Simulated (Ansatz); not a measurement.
Relaxed-ion elastic tensor of Ta$_{2}$Sn$_{2}$O$_{7}$ in space group Fd-3m (No. 227; Ta on 16c, Sn on 16d, O on 8b, O on 48f) in GPa (Voigt order), PBEsol in the plane-wave PAW code Ansatz; density 7.93 g/cm³, 13.54 Å³ per atom.

```json
[
 {"": "1", "1": "259", "2": "110", "3": "110", "4": "0.0", "5": "0.0", "6": "0.0"},
 {"": "2", "1": "110", "2": "259", "3": "110", "4": "0.0", "5": "0.0", "6": "0.0"},
 {"": "3", "1": "110", "2": "110", "3": "259", "4": "0.0", "5": "0.0", "6": "0.0"},
 {"": "4", "1": "0.0", "2": "0.0", "3": "0.0", "4": "100", "5": "0.0", "6": "0.0"},
 {"": "5", "1": "0.0", "2": "0.0", "3": "0.0", "4": "0.0", "5": "100", "6": "0.0"},
 {"": "6", "1": "0.0", "2": "0.0", "3": "0.0", "4": "0.0", "5": "0.0", "6": "100"}
]
```

Q: Is the crystal mechanically stable?

A: Yes: the smallest eigenvalue of C is 100 GPa.

Q: Work out the Voigt, Reuss and Hill averages.

A: K_V = 160, K_R = 160, K_H = 160; G_V = 89.9, G_R = 88.0, G_H = 89.0 GPa.

Q: Give Young's modulus, Poisson's ratio, Pugh's ratio and the universal anisotropy index.

A: E = 9KG/(3K + G) = 225 GPa; ν = 0.27; K/G = 1.80 (near the Pugh limit of 1.75, no verdict); A_U = 5G_V/G_R + K_V/K_R − 6 = 0.11.

Q: Estimate the sound speeds and the Debye temperature.

A: v_l = √((K + 4G/3)/ρ) = 5920 m/s, v_t = √(G/ρ) = 3350 m/s, mean 3720 m/s; Θ = (h/k)(3n/4πV)^(1/3) v_m = 465 K.

Q: Give the Zener ratio and Young's modulus along [100], [110] and [111].

A: A = 2C44/(C11 − C12) = 1.35; 1/E = S11 − 2(S11 − S12 − S44/2)Γ with Γ = 0, 1/4, 1/3 gives 193, 232, 249 GPa.

Q: Solve the Christoffel equation for the three sound speeds along [100], [110], [111].

A: Eigenvalues of C_ijkl n_j n_l equal ρv². In km/s, slowest first: [100] 3.56, 3.56, 5.71; [110] 3.06, 3.56, 5.99; [111] 3.23, 3.23, 6.08.

The first step of the workflow began from a Materials Project structure, measured or hypothetical; the Crystallography Open Database files this formula in space group No. 227, but the cells were not matched. Its standing as an ambient phase is unchecked. The PBEsol relaxation kept the symmetry of its start. At this level the phase is dynamically unstable (imaginary phonons). The run is not spin-polarised. Scalar-relativistic: spin–orbit coupling is off unless named, which matters more the heavier the elements.

Potentials: the later of the program's two PAW sets.
